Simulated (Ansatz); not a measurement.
Cell and atoms are relaxed with the symmetry kept. Start:

```xyz
5
Lattice="-1.9908 1.9908 5.7244 1.9908 -1.9908 5.7244 1.9908 1.9908 -5.7244" Properties=species:S:1:pos:R:3 pbc="T T T"
Sr    0.0000    0.0000    0.0000
Co    0.0000    1.9908    2.8622
Co    1.9908    0.0000    2.8622
As    0.0000    0.0000    4.0226
As    0.0000    0.0000    7.4262
```

Level of theory: Ansatz 0.2.0, DFT r2SCAN, scalar-relativistic, plane waves, PAW.

Settings: cutoff 500 eV, Γ-centred mesh 12×12×12 on the computed 5-atom cell, Gaussian smearing of 0.10 eV; collinear spin from starting moments 0 0.75 0.75 0 0 μB.

Problem. What does it relax to?

Solution. The volume decreases by 0.05 Å³/atom to 18.10 Å³/atom, and the energy changes by under 0.1 meV/atom. The cell ends with a moment of 1.40 μB (only this magnetic start was tried). Final structure:
```
Sr Co As
1.0
    -1.99036    1.99036    5.71238
     1.99036   -1.99036    5.71238
     1.99036    1.99036   -5.71238
Sr Co As
1 2 2
Direct
  0.00000 0.00000 0.00000
  0.75000 0.25000 0.50000
  0.25000 0.75000 0.50000
  0.35187 0.35187 0.00000
  0.64813 0.64813 0.00000
```

The state reached may not be the lowest one.

Cost: 1 run of about 38 core-minutes, on AMD EPYC (Zen 3) (shared hosts).